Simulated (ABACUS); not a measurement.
A self-consistent single point of Te3As2 (C2/m, 10 atoms in the cell; from Materials Project mp-484).

```xyz
10
Lattice="7.5016 -2.0176 0.0000 7.5016 2.0176 0.0000 -0.7611 0.0000 10.1262" Properties=species:S:1:pos:R:3 pbc="T T T"
Te     0.3872     0.0000     2.9202
Te    13.8549     0.0000     7.2060
Te    11.4179     0.0000     3.3754
Te     2.8242     0.0000     6.7508
Te     5.5050     0.0000     0.2855
Te     8.7372     0.0000     9.8407
As     8.9896     0.0000     4.4019
As     5.2525     0.0000     5.7242
As     3.0017     0.0000     1.4316
As    11.2405     0.0000     8.6945
```

Method: ABACUS with LDA (PW92), numerical atomic orbitals DZP (confined pseudo-atomic orbitals; energy shift 0.003 Ry), PseudoDojo 0.4 standard norm-conserving LDA (tails mended) pseudopotentials.

ABACUS settings:

- basis = DZP numerical atomic orbitals, energy shift 0.003 Ry
- KPT = Gamma 5 5 2 0 0 0
- basis_type = lcao
- dft_functional = PWLDA
- ecutwfc = 100 Ry
- smearing_method = gaussian
- smearing_sigma = 0.00146997 Ry
- potentials = PseudoDojo 0.4 standard norm-conserving LDA (tails mended)
- symmetry = 1
- symmetry_prec = 1e-05
- ks_solver = scalapack_gvx
- scf_nmax = 100
- scf_thr = 1.0e-06
- mixing_type = broyden
- mixing_beta = 0.4

Results:

| Quantity | Value |
|---|---|
| Number of valence electrons | 156 |
| Number of bands | 94 |
| Number of k-points after the program's reduction | 18 |
| Size of the basis | 180 |
| Number of SCF iterations | 9 |
| Free energy E − TS | -28599.9733 eV |

Spin-orbit coupling is left out, which matters for bands and gaps with elements this heavy. The atom-centred basis is finite, which shifts total energies against plane waves. Forces and stress are left out: the polarisation orbitals used for some of these elements are too diffuse to give them reliably, and gaps can carry the same lack. The structure comes from a collection of computed structures, made at another level of theory; the collection holds predicted forms beside known ones.

Cost on one core: around 70 core-seconds (rough).

The atomic orbitals were generated for these runs; they are not ABACUS's published sets and were checked against plane waves on a few crystals only.

“Tails mended”: in these copies of the files the far tail of each local potential was reset to the Coulomb form.
